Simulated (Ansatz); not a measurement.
**ScPt: why energy differences converge before total energies**

Computed with DFT PBEsol, scalar-relativistic, plane waves, PAW in Ansatz.

```yaml
crystal:
  lattice:
    - [3.27000, 0.00000, 0.00000]
    - [0.00000, 3.27000, 0.00000]
    - [0.00000, 0.00000, 3.27000]
  atoms:
    - { symbol: Sc, position: [0.50000, 0.50000, 0.50000] }
    - { symbol: Pt, position: [0.00000, 0.00000, 0.00000] }
```

| Quantity | Value |
| --- | --- |
| Γ-centred k-mesh | 14×14×14 |
| occupation rule | Gaussian smearing, 0.1 eV |
| spin treatment | unpolarised |

A second cell has all atoms moved and the lattice slightly strained:

```yaml
crystal:
  lattice:
    - [3.25088, 0.03543, 0.01918]
    - [0.03543, 3.23792, -0.00269]
    - [0.01918, -0.00269, 3.26373]
  atoms:
    - { symbol: Sc, position: [0.51237, 0.49115, 0.57814] }
    - { symbol: Pt, position: [0.02501, 0.94914, 0.99868] }
```

It ran on a 10×10×10 mesh, another than the first cell's, which shifts the difference by nearly the same amount at every cutoff. Both were run at several values of the cutoff; energies per atom at zero smearing, errors against the largest value (420 eV), which isn't proved converged itself.

| cutoff | error, first cell (meV) | error, second cell (meV) |
| --- | --- | --- |
| 250 eV | 895.46 | 914.48 |
| 300 eV | 90.24 | 89.70 |
| 350 eV | 4.17 | 4.09 |

At the largest value the second cell lies 103.32 meV/atom above the first. What is the error of that difference at each value, and where does each quantity come within 1 meV/atom?

The error of the difference is the second cell's error less the first's:
```
cutoff difference (meV) its error (meV)
250 eV            122.34            19.02
300 eV            102.79            -0.53
350 eV            103.24            -0.08
```

No value below the largest brings the first cell's total energy within 1 meV/atom, while the difference is there from 300 eV on. Most of the error cancels, by a factor of about 50 in the median. A missing short wave mostly misdescribes the region near each nucleus, which both cells share; what doesn't cancel comes largely from the change of volume and bonding.

1 further run of this set isn't shown.